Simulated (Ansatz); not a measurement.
CrN in space group P-6m2 (No. 187; Cr on 1f, N on 1c) at seven volumes, r²SCAN (plane waves, PAW; program Ansatz), shape and atoms relaxed at each. One row is withheld.

```json
[
 {"V (Å³/atom)": "7.242", "P (GPa)": "?"},
 {"V (Å³/atom)": "7.481", "P (GPa)": "24.75"},
 {"V (Å³/atom)": "7.720", "P (GPa)": "11.12"},
 {"V (Å³/atom)": "7.959", "P (GPa)": "0.01"},
 {"V (Å³/atom)": "8.197", "P (GPa)": "-9.20"},
 {"V (Å³/atom)": "8.436", "P (GPa)": "-16.10"},
 {"V (Å³/atom)": "8.675", "P (GPa)": "-22.96"}
]
```

Q: Fit the shown pressures and predict the withheld one.

A: P = (3/2)B₀(x^(7/2) − x^(5/2))[1 + (3/4)(B′ − 4)(x − 1)] with x = (V₀/V)^(2/3). Least squares on the six rows gives V₀ = 7.961 Å³/atom, B₀ = 335 GPa, B′ = 5.50. At V = 7.242, x = 1.0651 and P = 41.13 GPa. The run itself gave 41.32 GPa.

The first step of the workflow began from a Materials Project structure, measured or hypothetical; the Crystallography Open Database copy checked does not list it. COD files the formula under space group No. 225, so this cell is another polymorph or a model. Whether it is the stable phase at ambient conditions was not checked. The cell was relaxed with r²SCAN under the symmetry of its start; its stability against distortions is not shown here. Magnetic state: ferromagnetic, the only order run, not a proven ground state. The cell computed holds one magnetic atom, so no antiferromagnetic order was within reach. Other orbital occupations within this spin state were not tried. No Hubbard U is applied.

Potentials: the later of the program's two PAW sets.
